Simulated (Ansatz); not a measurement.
The start is a generated cell, Al2Cu built in the AFLOW prototype A2B_cP6_224_b_a (C3, as in Cu2O). The structure is fully relaxed (lattice and positions, P = 0) with r2SCAN (plane waves to 500 eV, PAW, scalar-relativistic; Ansatz, a quantum-chemistry and plane-wave program). First-step values are on the input's coarse k-mesh.

Ansatz input (later rounds restart from its end on a renewed k-mesh):
Ansatz 0.2 input:
```yaml
crystal:
  lattice:
    - [4.5861812, 0, 0]
    - [0, 4.5861812, 0]
    - [0, 0, 4.5861812]
  atoms:
    - { symbol: Al, position: [0.75, 0.75, 0.75] }
    - { symbol: Al, position: [0.75, 0.25, 0.25] }
    - { symbol: Al, position: [0.25, 0.75, 0.25] }
    - { symbol: Al, position: [0.25, 0.25, 0.75] }
    - { symbol: Cu, position: [0, 0, 0] }
    - { symbol: Cu, position: [0.5, 0.5, 0.5] }
basis: { ecutwfc: 500, ecutrho_ratio: 4, xc_grid: 4, fft_grid_basis: typed }
kpoints: { mp_grid: { grid: [7, 7, 7] } }
hamiltonian:
  xc: r2scan
  dispersion: none
  pseudopotentials: { kind: paw }
scf: { occupations: { method: fermi_dirac, width: 0.05 } }
relax: { f_tol: 0.01, max_steps: 100, cell: { stress_tol: 0.02 } }
output: { forces: true, stress: true }
```

Problem. How large is the pressure on the unrelaxed cell, and of which sign?

Solution. +38.8 GPa (positive: the cell is compressed).

Problem. How do the shortest distances between atoms change?

Solution. The closest pairs of elements (up to four, under 3.6 Å), start → end: Al–Cu 1.99 → 2.26 Å; Al–Al 3.24 → 3.69 Å.

The space group stays Pn-3m (No. 224) (the run could not lower it); the end is AFLOW prototype A2B_cP6_224_b_a (C3, as in Cu2O), with 6 atoms in the primitive cell. Final values are on a 9×9×9 k-mesh of the relaxed cell. No spin polarisation in the result. A magnetic state may lie lower.

The run could not lower the symmetry of its start; a shaken copy of this end point relaxes with r2SCAN to P1 (No. 1), 0.87 eV/atom lower.

The relaxed structure here is a generated cell of Al2Cu: the first start was made by placing the elements on the sites of a structure type, and the end was not matched to a known phase here, so it may be hypothetical. Known forms of Al2Cu include space group No. 140.
